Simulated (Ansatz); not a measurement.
Surface calculation: fcc Pt (111), 5 layers

The slab is cut from the fcc crystal, the stable phase, as relaxed on PAW files (15.05 Å³/atom), with 16 Å of vacuum and a dipole correction:

```
CELL_PARAMETERS angstrom
2.77121 0.00000 0.00000
-1.38560 2.39994 0.00000
0.00000 0.00000 25.05070
ATOMIC_POSITIONS crystal
Pt 0.83333 0.16667 0.31935
Pt 0.16667 0.83333 0.40968
Pt 0.50000 0.50000 0.50000
Pt 0.83333 0.16667 0.59032
Pt 0.16667 0.83333 0.68065
```

Computed with Ansatz 0.2.0; functional PBEsol, scalar-relativistic. Settings: a Γ-centred 17×17×1 k mesh, Fermi–Dirac smearing of 0.08 eV, no spin polarisation. Methods: LAPW: all electrons, basis error target 1 meV/atom; PAW: frozen-core files, cutoff 420 eV.

The bulk energy comes from a cell in the slab's orientation on a 17×17×6 mesh. The surface energy is (E(slab) − N·E(bulk))/2A at zero smearing, the mean of both faces; thin slabs carry quantum-size effects.

Spin–orbit coupling is left out, which matters for the heavy atoms. The PAW files were made under PBE. The cell is 1×1, so reconstructions are forbidden, and in slabs of four or five layers the relaxations can be far larger than at a real surface.

Task: As cut, the LAPW slab lies 1.549 eV above 5 atoms of bulk. What surface energy is that?

Result: Over two faces of 6.65 Å² it is 116.5 meV/Å², and times 16.02 J/m² per eV/Å² that gives γ = 1.866 J/m².

```tsv
method	γ as cut (J/m²)	γ relaxed (J/m²)	Φ as cut (eV)	Φ relaxed (eV)
LAPW	1.866	1.860	5.80	5.80
```

Task: How do the spacings between the planes relax?

Result: From the bottom face up: d12 +0.6 % of 2.263 Å, d23 -0.9 % of 2.263 Å, d34 -0.9 % of 2.263 Å, d45 +0.6 % of 2.263 Å.

Task: What changes if relativity is switched off, at the same positions?

Result: LAPW then gives: no gap, work function 5.24 eV.

Task: What changes if the vacuum is set to 9 Å?

Result: LAPW then gives: no gap, work function 5.81 eV; PAW: no gap, work function 5.78 eV. The program warns that the vacuum is too thin.

Task: A 4f core hole is made on one atom of each kind in every 1×1 cell (PAW hole dataset, neutral cell, valence without spin). What does it cost by layer?

Result: layer 1 71.37 eV, layer 2 71.77 eV, layer 3 71.92 eV. Shifts between layers mean more than the absolute values, and a whole layer of holes screens otherwise than one hole.

Task: In the relaxed 1×1 cell, replace the outer, then the middle Pt by Au, which changes a whole layer. What shift does this Z+1 picture give?

Result: E(outer) − E(middle) = -0.50 eV by LAPW and -0.50 eV by PAW; a positive value puts the surface line at higher binding energy.
